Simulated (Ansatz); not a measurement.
Input, command and steps of an Ansatz relaxation.

```yaml
crystal:
  lattice:
    - [-2.0274367977, 2.0274367977, 5.0961779904]
    - [2.0274367977, -2.0274367977, 5.0961779904]
    - [2.0274367977, 2.0274367977, -5.0961779904]
  atoms:
    - { symbol: Al, position: [0.2066, 0.2066, 0.0] }
    - { symbol: Al, position: [0.9566, 0.4566, 0.5] }
    - { symbol: Al, position: [0.5434, 0.0434, 0.5] }
    - { symbol: Al, position: [0.7934, 0.7934, 0.0] }
    - { symbol: Co, position: [0.0, 0.0, 0.0] }
    - { symbol: Co, position: [0.75, 0.25, 0.5] }
basis:
  ecutwfc: 420
kpoints:
  mp_grid: { grid: [6, 6, 6] }
hamiltonian:
  xc: pbe
scf:
  occupations: { method: gaussian, width: 0.1 }
  lower_state_search: "off"
output:
  forces: true
  stress: true
  eigenvalues: true
relax:
  adjacent_minimum: "off"
  f_tol: 0.04
  max_steps: 70
  cell: { stress_tol: 0.4 }
```

```bash
ansatz run input.yaml --threads 1 --pin off --max-ram 2560MiB --backend cpu --events-out ev --progress --plain --runs-dir out
```

Computed with DFT PBE, scalar-relativistic, plane waves, PAW (Ansatz 0.2.0).

Of 18 frames 10 are shown, positions in Å and forces in eV/Å; the SCF threshold varies from step to step. Steps run on the plane waves of an earlier cell, with a Pulay correction in the pressure. The basis is chosen afresh for the last frame, the zero of the energies, and at times for earlier ones too; energy and pressure step there, also at an unchanged geometry. Here that happened at step 14 (-20 meV/atom, 2.2 GPa); the frames before carry an error of that size.

```xyz
6
Lattice="-2.0274 2.0274 5.0962 2.0274 -2.0274 5.0962 2.0274 2.0274 -5.0962" Properties=species:S:1:pos:R:3:forces:R:3 pbc="T T T" step=1 free_energy_over_end_meV_per_atom=619.30 pressure_GPa=46.44
Al    0.0000    0.0000    2.1057    0.0000    0.0000    1.7689
Al    0.0000    2.0274    4.6538    0.0000    0.0000    1.7689
Al    0.0000    2.0274    0.4423    0.0000    0.0000   -1.7689
Al    0.0000    0.0000    8.0866    0.0000    0.0000   -1.7689
Co    0.0000    0.0000    0.0000    0.0000    0.0000    0.0000
Co    0.0000    2.0274    2.5481    0.0000    0.0000    0.0000
6
Lattice="-2.2204 2.2204 5.3577 2.2204 -2.2204 5.3577 2.2204 2.2204 -5.3577" Properties=species:S:1:pos:R:3:forces:R:3 pbc="T T T" step=3 free_energy_over_end_meV_per_atom=67.47 pressure_GPa=4.22
Al    0.0000    0.0000    2.2923    0.0000    0.0000    0.3717
Al    0.0000    2.2204    4.9711    0.0000    0.0000    0.3717
Al    0.0000    2.2204    0.3866    0.0000    0.0000   -0.3717
Al    0.0000    0.0000    8.4232    0.0000    0.0000   -0.3717
Co    0.0000    0.0000    0.0000    0.0000    0.0000    0.0000
Co    0.0000    2.2204    2.6789    0.0000    0.0000    0.0000
6
Lattice="-2.2600 2.2600 5.2351 2.2600 -2.2600 5.2351 2.2600 2.2600 -5.2351" Properties=species:S:1:pos:R:3:forces:R:3 pbc="T T T" step=5 free_energy_over_end_meV_per_atom=51.05 pressure_GPa=-0.13
Al    0.0000    0.0000    2.3536    0.0000    0.0000   -0.0022
Al    0.0000    2.2600    4.9712    0.0000    0.0000   -0.0022
Al    0.0000    2.2600    0.2639    0.0000    0.0000    0.0022
Al    0.0000    0.0000    8.1165    0.0000    0.0000    0.0022
Co    0.0000    0.0000    0.0000    0.0000    0.0000    0.0000
Co    0.0000    2.2600    2.6175    0.0000    0.0000    0.0000
6
Lattice="-2.2831 2.2831 4.9043 2.2831 -2.2831 4.9043 2.2831 2.2831 -4.9043" Properties=species:S:1:pos:R:3:forces:R:3 pbc="T T T" step=7 free_energy_over_end_meV_per_atom=44.21 pressure_GPa=0.27
Al    0.0000    0.0000    2.3264    0.0000    0.0000    0.1559
Al    0.0000    2.2831    4.7785    0.0000    0.0000    0.1559
Al    0.0000    2.2831    0.1258    0.0000    0.0000   -0.1559
Al    0.0000    0.0000    7.4822    0.0000    0.0000   -0.1559
Co    0.0000    0.0000    0.0000    0.0000    0.0000    0.0000
Co    0.0000    2.2831    2.4522    0.0000    0.0000    0.0000
6
Lattice="-2.2886 2.2886 4.6765 2.2886 -2.2886 4.6765 2.2886 2.2886 -4.6765" Properties=species:S:1:pos:R:3:forces:R:3 pbc="T T T" step=9 free_energy_over_end_meV_per_atom=38.07 pressure_GPa=0.09
Al    0.0000    0.0000    2.3585    0.0000    0.0000    0.0840
Al    0.0000    2.2886    4.6967    0.0000    0.0000    0.0840
Al    0.0000    2.2886   -0.0203    0.0000    0.0000   -0.0840
Al    0.0000    0.0000    6.9944    0.0000    0.0000   -0.0840
Co    0.0000    0.0000    0.0000    0.0000    0.0000    0.0000
Co    0.0000    2.2886    2.3382    0.0000    0.0000    0.0000
6
Lattice="-2.3010 2.3010 4.4240 2.3010 -2.3010 4.4240 2.3010 2.3010 -4.4240" Properties=species:S:1:pos:R:3:forces:R:3 pbc="T T T" step=10 free_energy_over_end_meV_per_atom=28.07 pressure_GPa=0.06
Al    0.0000    0.0000    2.3534    0.0000    0.0000    0.1757
Al    0.0000    2.3010    4.5654    0.0000    0.0000    0.1757
Al    0.0000    2.3010   -0.1414    0.0000    0.0000   -0.1757
Al    0.0000    0.0000    6.4945    0.0000    0.0000   -0.1757
Co    0.0000    0.0000    0.0000    0.0000    0.0000    0.0000
Co    0.0000    2.3010    2.2120    0.0000    0.0000    0.0000
6
Lattice="-2.2999 2.2999 4.3405 2.2999 -2.2999 4.3405 2.2999 2.2999 -4.3405" Properties=species:S:1:pos:R:3:forces:R:3 pbc="T T T" step=12 free_energy_over_end_meV_per_atom=24.51 pressure_GPa=-0.24
Al    0.0000    0.0000    2.3943    0.0000    0.0000   -0.0597
Al    0.0000    2.2999    4.5646    0.0000    0.0000   -0.0597
Al    0.0000    2.2999   -0.2241    0.0000    0.0000    0.0597
Al    0.0000    0.0000    6.2867    0.0000    0.0000    0.0597
Co    0.0000    0.0000    0.0000    0.0000    0.0000    0.0000
Co    0.0000    2.2999    2.1703    0.0000    0.0000    0.0000
6
Lattice="-2.3035 2.3035 4.3092 2.3035 -2.3035 4.3092 2.3035 2.3035 -4.3092" Properties=species:S:1:pos:R:3:forces:R:3 pbc="T T T" step=14 free_energy_over_end_meV_per_atom=3.80 pressure_GPa=2.16
Al    0.0000    0.0000    2.3782    0.0000    0.0000    0.0018
Al    0.0000    2.3035    4.5328    0.0000    0.0000    0.0018
Al    0.0000    2.3035   -0.2236    0.0000    0.0000   -0.0018
Al    0.0000    0.0000    6.2402    0.0000    0.0000   -0.0018
Co    0.0000    0.0000    0.0000    0.0000    0.0000    0.0000
Co    0.0000    2.3035    2.1546    0.0000    0.0000    0.0000
6
Lattice="-2.3326 2.3326 4.2572 2.3326 -2.3326 4.2572 2.3326 2.3326 -4.2572" Properties=species:S:1:pos:R:3:forces:R:3 pbc="T T T" step=16 free_energy_over_end_meV_per_atom=0.10 pressure_GPa=-0.03
Al    0.0000    0.0000    2.3757    0.0000    0.0000   -0.0179
Al    0.0000    2.3326    4.5043    0.0000    0.0000   -0.0179
Al    0.0000    2.3326   -0.2471    0.0000    0.0000    0.0179
Al    0.0000    0.0000    6.1387    0.0000    0.0000    0.0179
Co    0.0000    0.0000    0.0000    0.0000    0.0000    0.0000
Co    0.0000    2.3326    2.1286    0.0000    0.0000    0.0000
6
Lattice="-2.3381 2.3381 4.2232 2.3381 -2.3381 4.2232 2.3381 2.3381 -4.2232" Properties=species:S:1:pos:R:3:forces:R:3 pbc="T T T" step=18 free_energy_over_end_meV_per_atom=0.00 pressure_GPa=-0.06
Al    0.0000    0.0000    2.3690    0.0000    0.0000   -0.0023
Al    0.0000    2.3381    4.4806    0.0000    0.0000   -0.0023
Al    0.0000    2.3381   -0.2574    0.0000    0.0000    0.0023
Al    0.0000    0.0000    6.0775    0.0000    0.0000    0.0023
Co    0.0000    0.0000    0.0000    0.0000    0.0000    0.0000
Co    0.0000    2.3381    2.1116    0.0000    0.0000    0.0000
```

The start puts this composition into another compound's structure type, which needn't suit it. At the end the space group is I4_1/amd (tolerance 0.05 Å).

The k mesh is coarse. Spin polarisation was left out, and a magnetic state may lie lower.